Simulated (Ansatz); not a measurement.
# Zr3S2: stationary points along a deformation path

Method: Ansatz 0.2.0, DFT PBEsol, scalar-relativistic, plane waves, PAW. Cutoff 420 eV, Γ-centred 12×12×12 k-points, Gaussian smearing of 0.15 eV. No spin polarisation. Energies are free energies at this smearing, counted from the undisturbed cell; pressure is positive in compression.

Zero of the scan (relaxed at this level; it needn't be the usual structure):

```yaml
crystal:
  lattice:
    - [2.86457, 1.65386, 3.43470]
    - [-2.86457, 1.65386, 3.43470]
    - [0.00000, -3.30772, 3.43470]
  atoms:
    - { symbol: Zr, position: [0.16184, 0.83816, 0.50000] }
    - { symbol: Zr, position: [0.50000, 0.16184, 0.83816] }
    - { symbol: Zr, position: [0.83816, 0.50000, 0.16184] }
    - { symbol: S, position: [0.33496, 0.33496, 0.33496] }
    - { symbol: S, position: [0.66504, 0.66504, 0.66504] }
```

At fixed volume and fractional coordinates, lengths along (0.000, 0.000, 1.000) are scaled against those across it; ρ is that ratio over its starting value. V = 19.527 Å³/atom. Δσ is the stress along the axis less the mean stress across it (compression positive).

```
    ρ  ΔE (meV/atom)  Δσ (GPa) space group
0.800          205.7     21.53          R32
0.850          112.2     16.35          R32
0.920           30.7      8.88          R32
0.960            7.5      4.48          R32
1.000            0.0      0.03          R32
1.050           10.6     -5.42          R32
1.100           41.2    -10.80          R32
1.200          154.0    -21.17          R32
```

Task: How does the stress give the slope of the energy, and where is the energy stationary?

Result: Along the path d ln(length) is 2/3 d ln ρ on the axis and −1/3 d ln ρ across it, so dE/d ln ρ = −(2/3) V Δσ: the energy falls with ρ where Δσ is positive. Δσ vanishes or changes sign at ρ = 1.000 (R32), a minimum at 0.0 meV/atom. Pairs of stationary points between two samples would go unseen, and could change a minimum read from distant neighbours into a maximum.

Task: Integrate that slope from ρ = 1 to 1.200 by the trapezoid rule.

Result: With V/N in Å³ and 1 eV/Å³ = 160.2 GPa the slopes at ρ = 1.000, 1.050, 1.100, 1.200 are -2, 441, 877, 1720 meV/atom per unit of ln ρ. The steps add 10.7 + 30.7 + 113.0 = 154.3 meV/atom, against 154.0 from the energies; the trapezoid rule misses the curvature of the slope within each step.

Forces appear on the atoms along this scan, and letting them relax would lower the energy and soften the response. In a metal these slopes depend on the k mesh and the smearing.

Cost: 8 runs of about 2.7 core-minutes in all, on Intel Xeon 6975P-C (Granite Rapids) (shared hosts).